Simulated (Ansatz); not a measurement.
## MgSe: from a starting cell to a relaxed one

The start is a generated trial cell of MgSe in the PtS structure type. A full variable-cell relaxation at zero pressure is run with r2SCAN (plane waves to 500 eV, PAW, scalar-relativistic; Ansatz, an electronic-structure program). The first steps use a coarse 6×6×4 k-mesh.

Starting cell:
```yaml
crystal:
  lattice:
    - [3.86827, 0.00000, 0.00000]
    - [0.00000, 3.86827, 0.00000]
    - [0.00000, 0.00000, 6.81128]
  atoms:
    - { symbol: Mg, position: [0.00000, 0.50000, 0.00000] }
    - { symbol: Mg, position: [0.50000, 0.00000, 0.50000] }
    - { symbol: Se, position: [0.00000, 0.00000, 0.25000] }
    - { symbol: Se, position: [0.00000, 0.00000, 0.75000] }
```

| Property | Result |
|---|---|
| Volume change | +5.5 %, from 25.48 to 26.87 Å³/atom |
| Shortest distances (start → end) | The closest pairs of elements (up to four, under 3.6 Å), start → end: Mg–Se 2.58 → 2.64 Å; Se–Se 3.41 → 3.57 Å |
| Band gap at the end | 1.05 eV, indirect (valence top at M, conduction bottom at Γ) (no spin-orbit coupling) |
| Optimiser moves | 5 |

Relaxed structure:

```cif
data_Mg2Se2
_chemical_formula_sum 'Mg2 Se2'
_space_group_name_H-M_alt 'P42/mmc'
_space_group_IT_number 131
_space_group_name_Hall '-P 4c 2'
_cell_length_a 3.88242
_cell_length_b 3.88242
_cell_length_c 7.13092
_cell_angle_alpha 90.000
_cell_angle_beta 90.000
_cell_angle_gamma 90.000
loop_
_atom_site_label
_atom_site_type_symbol
_atom_site_symmetry_multiplicity
_atom_site_Wyckoff_symbol
_atom_site_fract_x
_atom_site_fract_y
_atom_site_fract_z
_atom_site_occupancy
Mg1 Mg 2 c 0.00000 0.50000 0.00000 1
Se1 Se 2 e 0.00000 0.00000 0.25000 1
```

Final values are on a 9×9×5 k-mesh of the relaxed cell. No spin polarisation in the result.

The run could not lower the symmetry of its start; a shaken copy of this end point relaxes with r2SCAN to Fm-3m (No. 225), 393 meV/atom lower.

The relaxed structure here is a generated cell of MgSe: the first start was made by placing the elements on the sites of a structure type, and the end was not matched to a known phase here, so it may be hypothetical. Known forms of MgSe include space group No. 225.
